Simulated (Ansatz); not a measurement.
C:
```yaml
crystal:
  lattice:
    - [0.00000, 3.74489, 3.74489]
    - [3.74489, 0.00000, 3.74489]
    - [3.74489, 3.74489, 0.00000]
  atoms:
    - { symbol: C, position: [0.57055, 0.28836, 0.57055] }
    - { symbol: C, position: [0.96164, 0.67945, 0.67945] }
    - { symbol: C, position: [0.57055, 0.57055, 0.28836] }
    - { symbol: C, position: [0.67945, 0.96164, 0.67945] }
    - { symbol: C, position: [0.57055, 0.57055, 0.57055] }
    - { symbol: C, position: [0.67945, 0.67945, 0.67945] }
    - { symbol: C, position: [0.28836, 0.57055, 0.57055] }
    - { symbol: C, position: [0.67945, 0.67945, 0.96164] }
```

Relaxed with PBEsol.

Problem. Give the optical modes at the zone centre with their infrared activity from DFPT, DFT-PBEsol in the program Ansatz with PAW potentials.

Solution. Transverse frequencies, without the LO–TO term; a row sums one degenerate level.

| ω (cm⁻¹) | degeneracy | IR ((D/Å)²/amu) | activity | symmetry |
|---|---|---|---|---|
| 290 | 3 | 0.00 | IR-inactive | T2u |
| 570 | 2 | 0.00 | IR-inactive | Eg |
| 691 | 3 | 0.00 | IR-inactive | T1g |
| 694 | 3 | 0.00 | IR-inactive | T2g |
| 760 | 2 | 0.00 | IR-inactive | Eu |
| 1098 | 3 | 2.02 | IR | T1u |
| 1450 | 1 | 0.00 | IR-inactive | A2u |
| 1490 | 3 | 0.00 | IR-inactive | T2g |
| 1818 | 1 | 0.00 | IR-inactive | A1g |

Problem. How high does the top mode go among those that the LO–TO term moves?

Solution. 1100 cm⁻¹ for q along x.

Space group Fd-3m. The start of the workflow was typed in or built on a structure type. Its sites differ from those of the usual phase in this space group: another stacking or structure type. The PBEsol relaxation kept the symmetry of its start; phonons on a q-mesh show no instability.

Potentials: the later of the program's two PAW sets.
